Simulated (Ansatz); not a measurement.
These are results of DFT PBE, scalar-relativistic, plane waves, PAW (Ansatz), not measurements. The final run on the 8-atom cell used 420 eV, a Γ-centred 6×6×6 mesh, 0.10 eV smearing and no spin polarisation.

Formation energies are uncorrected and refer to the elements' standard structures at the same level.

Task: Give a relaxed trial structure of a cubic metal made of Bi and Na, with a formation energy near −0.10 eV/atom and about 33 Å³ per atom, in a cell of 8 atoms.

Result: Na₇Bi, space group Fm-3m (No. 225). Na on a site of symmetry mmm has 10 Na at 3.59 Å and 2 Bi at 3.59 Å; Na on a site of symmetry m-3m is surrounded by 12 Na at 3.59 Å; Bi has 12 Na at 3.59 Å.

```yaml
crystal:
  lattice:
    - [0.00000, 5.08134, 5.08134]
    - [5.08134, 0.00000, 5.08134]
    - [5.08134, 5.08134, 0.00000]
  atoms:
    - { symbol: Na, position: [0.50000, 0.00000, 0.00000] }
    - { symbol: Na, position: [0.00000, 0.50000, 0.50000] }
    - { symbol: Na, position: [0.00000, 0.50000, 0.00000] }
    - { symbol: Na, position: [0.50000, 0.00000, 0.50000] }
    - { symbol: Na, position: [0.00000, 0.00000, 0.50000] }
    - { symbol: Na, position: [0.50000, 0.50000, 0.00000] }
    - { symbol: Na, position: [0.50000, 0.50000, 0.50000] }
    - { symbol: Bi, position: [0.00000, 0.00000, 0.00000] }
```

The volume per atom is 32.80 Å³, the density is 2.34 g/cm³ and the formation energy is −0.10 eV/atom. The gap on the 6×6×6 mesh of the 8-atom cell is 0 eV (a metal).

The structure comes from a generated guess, relaxed at this level; another structure or a mixture of phases may lie lower. The answer needn't be unique; the calculation gave this one.

These runs have no spin–orbit coupling, which can matter for Bi. A structure relaxed within its symmetry needn't be a true minimum.
